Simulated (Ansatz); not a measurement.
Relaxed-ion elastic tensor of BaZrS₃ in space group Pnma (No. 62; Ba on 4c, Zr on 4a, S on 4c, S on 8d) in GPa (Voigt order), plane-wave PAW PBEsol (Ansatz code); density 4.44 g/cm³, 24.26 Å³ per atom.

```
 114  43.9  65.2   0.0   0.0   0.0
43.9   144  55.1   0.0   0.0   0.0
65.2  55.1   103   0.0   0.0   0.0
 0.0   0.0   0.0  33.7   0.0   0.0
 0.0   0.0   0.0   0.0  46.3   0.0
 0.0   0.0   0.0   0.0   0.0  36.9
```

Problem. Is the crystal mechanically stable?

Solution. Yes: the smallest eigenvalue of C is 33.7 GPa.

Problem. Work out the Voigt, Reuss and Hill averages.

Solution. K_V = 76.6, K_R = 76.3, K_H = 76.5; G_V = 36.5, G_R = 33.5, G_H = 35.0 GPa.

Problem. Give Young's modulus, Poisson's ratio, Pugh's ratio and the universal anisotropy index.

Solution. E = 9KG/(3K + G) = 91.1 GPa; ν = 0.30; K/G = 2.18 (ductile by the Pugh limit of 1.75); A_U = 5G_V/G_R + K_V/K_R − 6 = 0.45.

Problem. Estimate the sound speeds and the Debye temperature.

Solution. v_l = √((K + 4G/3)/ρ) = 5260 m/s, v_t = √(G/ρ) = 2810 m/s, mean 3140 m/s; Θ = (h/k)(3n/4πV)^(1/3) v_m = 322 K.

Problem. How much does each axis shrink under pressure?

Solution. Linear compressibilities β_i = Σ_j S_ij (j = 1 to 3): x 4.5, y 3.7, z 4.9 per TPa.

The PBEsol relaxation kept the symmetry of its start. The run is not spin-polarised. Spin–orbit coupling is left out wherever it is not named.

Potentials: the later of the program's two PAW sets.
